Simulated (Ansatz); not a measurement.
## Be3Zn2Se5 (I-4m2) at 2 levels of theory

One geometry, relaxed with PBE; plane waves with PAW potentials in Ansatz, scalar-relativistic. No spin polarisation. Gaps are the least over mesh and band path; pressure is positive in compression.

```yaml
crystal:
  lattice:
    - [-1.90045, 1.90045, 13.63814]
    - [1.90045, -1.90045, 13.63814]
    - [1.90045, 1.90045, -13.63814]
  atoms:
    - { symbol: Be, position: [0.50000, 0.50000, 0.00000] }
    - { symbol: Be, position: [0.70384, 0.70384, 0.00000] }
    - { symbol: Be, position: [0.29616, 0.29616, 0.00000] }
    - { symbol: Zn, position: [0.89798, 0.89798, 0.00000] }
    - { symbol: Zn, position: [0.10202, 0.10202, 0.00000] }
    - { symbol: Se, position: [0.45456, 0.95456, 0.50000] }
    - { symbol: Se, position: [0.04544, 0.54544, 0.50000] }
    - { symbol: Se, position: [0.65857, 0.15857, 0.50000] }
    - { symbol: Se, position: [0.25000, 0.75000, 0.50000] }
    - { symbol: Se, position: [0.84143, 0.34143, 0.50000] }
```

```tsv
level	cutoff (eV)	k mesh	gap (eV)	pressure (GPa)
PBE	420	10×10×10	2.48	0.0
```

Task: What comes out on the same cell with r2SCAN?

Result:
```json
{"level": "r2SCAN", "cutoff (eV)": "500", "k mesh": "10×10×10", "gap (eV)": "3.04", "pressure (GPa)": "-1.4"}
```

The cell was found from a structure generator's guess, not taken from experiment.
